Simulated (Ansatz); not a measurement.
BeTe:
```xyz
2
Lattice="0.0000 2.7772 2.7772 2.7772 0.0000 2.7772 2.7772 2.7772 0.0000" Properties=species:S:1:pos:R:3 pbc="T T T"
Be     0.0000     0.0000     0.0000
Te     1.3886     1.3886     1.3886
```

Relaxed with LDA. Special points in fractions of this cell's reciprocal vectors: Γ (0.000, 0.000, 0.000); X (0.500, 0.000, 0.500); U (0.625, 0.250, 0.625); K (0.375, 0.375, 0.750); L (0.500, 0.500, 0.500); W (0.500, 0.250, 0.750).

List the band energies nearest the valence-band maximum at these points for LDA (plane waves, PAW; program Ansatz).

In eV from the valence-band maximum; about four levels below and three above (degenerate sets whole), none deeper than 8.9 eV; points with the same levels are listed once.

```csv
k,below,above
Γ,0.00 0.00 0.00,3.59 3.59 3.59
X,-5.29 -2.79 -2.79,1.79 2.63 9.92 9.92
U,-4.90 -4.12 -2.36,2.60 5.27 8.02
L,-5.79 -1.20 -1.20,3.17 4.58 4.58
W,-4.69 -3.92 -3.41,5.25 5.49 5.59
```

Space group F-43m (zinc blende). The LDA relaxation kept the symmetry of its start. Scalar-relativistic: spin–orbit coupling is off unless named, which matters more the heavier the elements.

Potentials: the earlier of the program's two PAW sets. The files were generated under PBE; for other functionals the program regenerates the frozen cores, and for LDA and PBEsol the local potential too.
